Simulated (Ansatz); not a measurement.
# Data sheet: SmP (DFT)

SmP:
```xyz
2
Lattice="0.0000 2.8703 2.8703 2.8703 0.0000 2.8703 2.8703 2.8703 0.0000" Properties=species:S:1:pos:R:3 pbc="T T T"
Sm     0.0000     0.0000     0.0000
P      2.8703     2.8703     2.8703
```
The run is spin-polarised; directions of the spins, atom by atom: ↑ ↓.

Space group Fm-3m (No. 225), rock salt; conventional cell a = b = c = 5.741 Å, α = β = γ = 90.00°.

Method: PBEsol (plane waves, PAW; program Ansatz). Structure relaxed to zero pressure with the same functional. Other levels are named where they apply.

### Cell and energy

| Property | Result |
|---|---|
| Volume per atom | 23.65 Å³ |
| Density | 6.37 g/cm³ |

### Electronic structure

| Item | Value |
|---|---|
| Electronic character | metallic (no gap) |
| Density of states at the Fermi level | 5.3 states/eV per atom (mean over ±0.08 eV) |

### Magnetism

| Item | Value |
|---|---|
| Magnetic order | ferromagnetic |
| Net moment | 2.56 μB per atom |

### Charges

| Quantity | Value |
|---|---|
| Bader charges | Sm +1.43, P -1.43 e |

The workflow started from an entry of the Crystallography Open Database (COD). Its standing as an ambient phase is unchecked. Symmetry was held in the PBEsol relaxation; whether a distortion lowers the energy is not shown. Spin order of the final state: ferromagnetic, the only order run, not a proven ground state. The cell computed holds one magnetic atom, so no antiferromagnetic order was within reach. Caveat: open 4f shells can settle in a state that is not the lowest. No Hubbard U is applied. Point labels and valley counts follow the cell and symmetry of the run, lower than the named group. Scalar-relativistic: spin–orbit coupling is off unless named, which matters more the heavier the elements.

Potentials: the later of the program's two PAW sets.
